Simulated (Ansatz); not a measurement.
A free-standing Janus 1T monolayer of PdSTe was relaxed with 4 functionals in Ansatz, cell and atoms free, the symmetry of the start kept (meshes: PBE 12×12×1, r2SCAN 12×12×1, PBEsol 12×12×1, LDA 12×12×1). The calculation is spin-unpolarised, and the structure need not be a phase that has been made.

The r2SCAN result:
```yaml
crystal:
  lattice:
    - [3.76218, 0.00000, 0.00000]
    - [-1.88109, 3.25814, 0.00000]
    - [0.00000, 0.00000, 30.17986]
  atoms:
    - { symbol: Pd, position: [0.00000, 0.00000, 0.30111] }
    - { symbol: S, position: [0.33333, 0.66667, 0.34055] }
    - { symbol: Te, position: [0.66667, 0.33333, 0.25298] }
```
Two periodic directions, a and b.

The sheet's in-plane cell has a = 3.762 Å, b = 3.762 Å (γ = 120.0°), and its outermost atoms lie 2.64 Å apart along the normal. Pd is surrounded by 3 S at 2.48 Å and 3 Te at 2.61 Å; S is surrounded by 3 Pd at 2.48 Å; Te is surrounded by 3 Pd at 2.61 Å.

Problem. Order the functionals by the relaxed area, smallest first.
A. r2SCAN
B. PBE
C. PBEsol
D. LDA

Solution. D (3.97 Å²/atom), C (4.04 Å²/atom), A (4.09 Å²/atom), B (4.17 Å²/atom).

Problem. What lattice does LDA give?

Solution. a = 3.710 Å; the area differs by -2.8 % from r2SCAN's. Pd has 3 S at 2.43 Å and 3 Te at 2.58 Å; S has 3 Pd at 2.43 Å; Te has 3 Pd at 2.58 Å.

Problem. What lattice does PBEsol give?

Solution. a = 3.742 Å; the area differs by -1.1 % from r2SCAN's. Pd is surrounded by 3 S at 2.45 Å and 3 Te at 2.60 Å; S is surrounded by 3 Pd at 2.45 Å; Te is surrounded by 3 Pd at 2.60 Å.

Problem. Held at the r2SCAN cell, what mean stress do LDA and PBE find, and does its sign point to their own minimum?

Solution. Yes. LDA -2.68 N/m, and its relaxed area is -2.8 % from r2SCAN's; PBE +1.01 N/m, and its relaxed area is +2.0 % from r2SCAN's. Compression counts positive, so a positive stress asks for a larger cell.
